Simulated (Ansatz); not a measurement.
## B₂Ru, first-principles data

B2Ru:
```yaml
crystal:
  lattice:
    - [2.86816, 0.00000, 0.00000]
    - [0.00000, 4.64278, 0.00000]
    - [0.00000, 0.00000, 4.03848]
  atoms:
    - { symbol: B, position: [0.00000, 0.80406, 0.36250] }
    - { symbol: B, position: [0.00000, 0.19594, 0.36250] }
    - { symbol: B, position: [0.50000, 0.69594, 0.63750] }
    - { symbol: B, position: [0.50000, 0.30406, 0.63750] }
    - { symbol: Ru, position: [0.00000, 0.00000, 0.84657] }
    - { symbol: Ru, position: [0.50000, 0.50000, 0.15343] }
```

Space group Pmmn (No. 59); conventional cell a = 2.868 Å, b = 4.643 Å, c = 4.038 Å, α = β = γ = 90.00°.

Method: r²SCAN in the plane-wave PAW code Ansatz. Structure relaxed to zero pressure with the same functional. Other levels are named where they apply.

Cell and energy:

| Quantity | Result |
|---|---|
| Volume per atom | 8.96 Å³ |
| Density | 7.58 g/cm³ |
| Formation energy from the elements (no fitted shifts) | -0.31 eV/atom |

Electronic structure:

| Item | Value |
|---|---|
| Electronic character | metallic (no gap) |
| Density of states at the Fermi level | 0.18 states/eV per atom (mean over ±0.08 eV) |

The first step of the workflow began from a Materials Project structure, measured or hypothetical; the Crystallography Open Database files this formula in space group No. 59, but the cells were not matched. Whether it is the stable phase at ambient conditions was not checked. The cell was relaxed with r²SCAN under the symmetry of its start; its stability against distortions is not shown here. No spin polarisation was allowed. The references are the lowest solids computed at this level, not always the standard phases. Scalar-relativistic: spin–orbit coupling is off unless named, which matters more the heavier the elements.

Potentials: the later of the program's two PAW sets.
